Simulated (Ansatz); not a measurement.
Polymorphs of ZnAg, each relaxed with DFT-PBEsol in the program Ansatz with PAW potentials:

A: CsCl type (Pm-3m)
a = b = c = 3.1177 Å, α = β = γ = 90.00°

```json
[
 {"atom": "Zn", "site": "1b", "symmetry": "m-3m", "x": "0.5000", "y": "0.5000", "z": "0.5000"},
 {"atom": "Ag", "site": "1a", "symmetry": "m-3m", "x": "0.0000", "y": "0.0000", "z": "0.0000"}
]
```

B: P-6m2
a = 2.852 Å, b = 2.852 Å, c = 4.364 Å, α = 90.00°, β = 90.00°, γ = 120.00°

```
atom  site  symmetry       x       y       z
----  ----  --------  ------  ------  ------
Zn      1a      -6m2  0.0000  0.0000  0.0000
Ag      1d      -6m2  0.3333  0.6667  0.5000
```

Problem. Put the candidates in order of energy per atom at 0 K, lowest first, for PBEsol.

Solution. A (+0 meV/atom), B (+10 meV/atom)

Standing as an ambient phase not checked: A; B. Perhaps ordered models of mixed-site phases: B. All cells were relaxed under the symmetry of their starts (and spin orders); stability against distortions was not tested throughout. Rows with no word on spin ran without spin polarisation. Spin–orbit coupling is left out wherever it is not named.

Energies hold the estimated change up to a 700 eV cutoff; steps of a few meV lie near the error of the meshes.

Potentials: the later of the program's two PAW sets.
